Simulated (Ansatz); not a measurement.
Consider the following.

C:
```cif
data_C8
_chemical_formula_sum 'C8'
_space_group_name_H-M_alt 'Fd-3m :1'
_space_group_IT_number 227
_space_group_name_Hall 'F 4d 2 3 -1d'
_cell_length_a 3.56029
_cell_length_b 3.56029
_cell_length_c 3.56029
_cell_angle_alpha 90.000
_cell_angle_beta 90.000
_cell_angle_gamma 90.000
loop_
_atom_site_label
_atom_site_type_symbol
_atom_site_symmetry_multiplicity
_atom_site_Wyckoff_symbol
_atom_site_fract_x
_atom_site_fract_y
_atom_site_fract_z
_atom_site_occupancy
C1 C 8 a 0.00000 0.00000 0.00000 1
```
(The calculation used a cell of 2 atoms; values per cell refer to that cell.)

This is the r²SCAN-relaxed structure.

Problem. All from the program Ansatz at the r²SCAN level (PAW), unless another level is named. Predict the hole effective mass, band 3 of 3 at the edge.

Solution. 0.28 along [100], 0.19 along [110], 0.16 along [111] (mₑ).

Problem. Predict the HSE06 gap on the r²SCAN cell.

Solution. 5.30 eV.

Problem. What about the conduction-band minimum?

Solution. on the Γ–X line, 72 % of the way from Γ (6 equivalent valleys).

Problem. Give the valence-band maximum.

Solution. at Γ.

The cell was relaxed with r²SCAN under the symmetry of its start.

Potentials: the earlier of the program's two PAW sets.
